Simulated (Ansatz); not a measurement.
The relaxed structure here is a generated cell of Ta2Ge: the first start was made by placing the elements on the sites of a structure type, and the end was not matched to a known phase here, so it may be hypothetical.

The start is a generated cell, Ta2Ge placed in the AFLOW prototype A2B_oP12_62_2c_c (C23, as in PbCl2). The cell and all atomic positions are relaxed at zero pressure with r2SCAN (plane waves to 500 eV, PAW, scalar-relativistic; Ansatz, a program for electronic structure). The first steps use a coarse 3×5×3 k-mesh.

Initial structure:
```yaml
crystal:
  lattice:
    - [6.71322, 0.00000, 0.00000]
    - [0.00000, 3.99442, 0.00000]
    - [0.00000, 0.00000, 7.96841]
  atoms:
    - { symbol: Ge, position: [0.73770, 0.25000, 0.59590] }
    - { symbol: Ge, position: [0.23770, 0.25000, 0.90410] }
    - { symbol: Ge, position: [0.26230, 0.75000, 0.40410] }
    - { symbol: Ge, position: [0.76230, 0.75000, 0.09590] }
    - { symbol: Ta, position: [0.62500, 0.25000, 0.92170] }
    - { symbol: Ta, position: [0.12500, 0.25000, 0.57830] }
    - { symbol: Ta, position: [0.37500, 0.75000, 0.07830] }
    - { symbol: Ta, position: [0.87500, 0.75000, 0.42170] }
    - { symbol: Ta, position: [0.52020, 0.25000, 0.33700] }
    - { symbol: Ta, position: [0.02020, 0.25000, 0.16300] }
    - { symbol: Ta, position: [0.47980, 0.75000, 0.66300] }
    - { symbol: Ta, position: [0.97980, 0.75000, 0.83700] }
```

### Question
By how much does the energy per atom fall from start to end?

### Answer
0.39 eV/atom.

### Question
How do the shortest distances between atoms change?

### Answer
The closest pairs of elements (up to four, under 3.6 Å), start → end: Ge–Ta 2.53 → 2.58 Å; Ta–Ta 2.89 → 2.80 Å; Ge–Ge 3.99 → 3.52 Å.

### Question
Is the relaxed structure metallic? Give its gap.

### Answer
No gap (metallic).

### Question
Give the final cell and atomic positions.

### Answer

Space group Pnma (No. 62); a = 6.801 Å, b = 3.524 Å, c = 8.442 Å, α = 90.00°, β = 90.00°, γ = 90.00°

| atom | site | symmetry | x | y | z |
|---|---|---|---|---|---|
| Ge | 4c | .m. | 0.2491 | 0.2500 | 0.8586 |
| Ta | 4c | .m. | 0.1393 | 0.2500 | 0.5630 |
| Ta | 4c | .m. | 0.0445 | 0.2500 | 0.1693 |

The space group stays Pnma (No. 62) (the run could not lower it); the end is AFLOW prototype A2B_oP12_62_2c_c (C23, as in PbCl2), with 12 atoms in the primitive cell. Final values are on a 6×11×5 k-mesh of the relaxed cell. No spin polarisation in the result.

The run could not lose the symmetry of its start, so the end can be a saddle point.
